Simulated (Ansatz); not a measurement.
Space group R-3m:H (No. 166). a = 3.925 Å, b = 3.925 Å, c = 22.491 Å, α = 90.00°, β = 90.00°, γ = 120.00°
```tsv
atom	site	symmetry	x	y	z
Ba	6c	3m	0.3333	0.6667	0.9343
N	3a	-3m	0.0000	0.0000	0.0000
```

Equation of state of this Ba$_{2}$N structure (not necessarily the ground state), with shape and atoms relaxed at each volume where symmetry leaves them free. It has no gap at any of these volumes. Theory: DFT PBEsol, scalar-relativistic, plane waves, PAW in Ansatz 0.2.0.

Cutoff 420 eV; k points 12×12×12 on the computed 3-atom cell (Γ-centred); Gaussian smearing, width 0.10 eV; no spin polarisation.

```json
{"V (Å³/atom)": "31.335", "E − E(largest V) (meV/atom)": "0.41", "P (GPa)": "1.25"}
{"V (Å³/atom)": "32.335", "E − E(largest V) (meV/atom)": "-5.19", "P (GPa)": "0.56"}
{"V (Å³/atom)": "33.335", "E − E(largest V) (meV/atom)": "-6.78", "P (GPa)": "-0.04"}
{"V (Å³/atom)": "34.335", "E − E(largest V) (meV/atom)": "-4.87", "P (GPa)": "-0.56"}
{"V (Å³/atom)": "35.335", "E − E(largest V) (meV/atom)": "0.00", "P (GPa)": "-1.00"}
```

**Question.** Fit a third-order Birch–Murnaghan equation to E(V).

**Answer.** V0 = 33.26 Å³/atom, B0 = 19 GPa, B0' = 4.0.

Spin-orbit coupling is left out, which matters for the bands of heavy elements. Spin polarisation was left out, and a magnetic state may lie lower.